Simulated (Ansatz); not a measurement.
Level of theory: Ansatz 0.2.0, DFT LDA, scalar-relativistic, plane waves, PAW. Cutoff 420 eV, Γ-centred k meshes of 512 to 1728 points, fixed occupations in insulators, in metals Fermi–Dirac smearing of 0.15 eV (Gaussian, 0.2 eV, where magnetic), no spin polarisation. Some cells are trial structures made by swapping elements. Values of metals depend on mesh and smearing. Spin–orbit coupling is left out. Each crystal stands at its own equilibrium volume, in the symmetry named; CdC2 has imaginary modes at Γ and would distort.

Question: Order these crystals by the highest optical frequency at Γ (without the LO field), lowest first.
A. InPt3 (Pm-3m, 4 atoms in the cell, 15.6 Å³/atom, In next to 12 Pt)
B. CdC2 (I4/mmm, 3 atoms in the cell, 15.1 Å³/atom, Cd next to 2 C)
C. AlCu3 (Pm-3m, 4 atoms in the cell, 11.6 Å³/atom, Al next to 12 Cu)
D. Si (Fd-3m, 2 atoms in the cell, 19.7 Å³/atom, Si next to 4 Si)
E. CsH (Pm-3m, 2 atoms in the cell, 24.1 Å³/atom, Cs next to 8 H)

Answer: A (191 cm⁻¹), C (311 cm⁻¹), E (416 cm⁻¹), D (513 cm⁻¹), B (2027 cm⁻¹).